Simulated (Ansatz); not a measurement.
Polymorphs of Zr, each relaxed with LDA in the plane-wave PAW code Ansatz:

A: hcp (Mg type) (P6_3/mmc)
a = 3.143 Å, b = 3.143 Å, c = 5.092 Å, α = 90.00°, β = 90.00°, γ = 120.00°

```json
[
 {"atom": "Zr", "site": "2d", "symmetry": "-6m2", "x": "0.6667", "y": "0.3333", "z": "0.2500"}
]
```

B: P6/mmm
a = b = 4.9214 Å, c = 3.0834 Å, α = β = 90.00°, γ = 120.00°

```json
[
 {"atom": "Zr", "site": "1b", "symmetry": "6/mmm", "x": "0.0000", "y": "0.0000", "z": "0.5000"},
 {"atom": "Zr", "site": "2c", "symmetry": "-6m2", "x": "0.3333", "y": "0.6667", "z": "0.0000"}
]
```

Q: Rank these by energy per atom at 0 K (lowest first), as LDA gives it.

A: B (+0 meV/atom), A (+15 meV/atom)

Not the usual ambient phase: B. All cells were relaxed under the symmetry of their starts (and spin orders); stability against distortions was not tested throughout. Rows with no word on spin ran without spin polarisation. Scalar-relativistic: spin–orbit coupling is off unless named, which matters more the heavier the elements.

Energies hold the estimated change up to a 700 eV cutoff; steps of a few meV lie near the error of the meshes.

Potentials: the later of the program's two PAW sets.
